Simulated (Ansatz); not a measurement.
# Structure relaxation, As

The start is a generated cell, As placed in the hcp structure type. The cell and all atomic positions are relaxed at zero pressure with r2SCAN (plane waves to 500 eV, PAW, scalar-relativistic; Ansatz, an electronic-structure program). First-step values are on the input's coarse k-mesh.

Ansatz input (later rounds restart from its end on a renewed k-mesh):
Ansatz 0.2 input:
```yaml
crystal:
  lattice:
    - [3.0166603, 0, 0]
    - [-1.5083302, 2.6125045, 0]
    - [0, 0, 4.897831]
  atoms:
    - { symbol: As, position: [0.33333333, 0.66666667, 0.25] }
    - { symbol: As, position: [0.66666667, 0.33333333, 0.75] }
basis: { ecutwfc: 500, ecutrho_ratio: 4, xc_grid: 4, fft_grid_basis: typed }
kpoints: { mp_grid: { grid: [9, 9, 5] } }
hamiltonian:
  xc: r2scan
  dispersion: none
  pseudopotentials: { azcp: { folder: ./paw }, kind: paw }
scf: { occupations: { method: fermi_dirac, width: 0.05 } }
relax: { f_tol: 0.01, max_steps: 100, cell: { stress_tol: 0.02 } }
output: { forces: true, stress: true }
```

Problem. What band gap does the relaxed structure have at this level?

Solution. Zero (metallic).

Problem. Give the final cell and atomic positions.

Solution. 
Space group P6₃/mmc (No. 194); a = 3.649 Å, b = 3.649 Å, c = 3.529 Å, α = 90.00°, β = 90.00°, γ = 120.00°

```json
[
 {"atom": "As", "site": "2d", "symmetry": "-6m2", "x": "0.6667", "y": "0.3333", "z": "0.2500"}
]
```

The space group stays P6₃/mmc (No. 194) (the run could not lower it), with 2 atoms in the primitive cell. Final values are on a 15×15×13 k-mesh of the relaxed cell. No spin polarisation in the result.

The run could not lose the symmetry of its start: the end is stationary, and may be a saddle point rather than a minimum.

All atoms sit on sites fixed by symmetry, so only the cell could relax.

The relaxed structure here is a generated cell of As: the first start was made by placing the elements on the sites of a structure type, and the end was not matched to a known phase here, so it may be hypothetical. Known forms of As include space group No. 166.
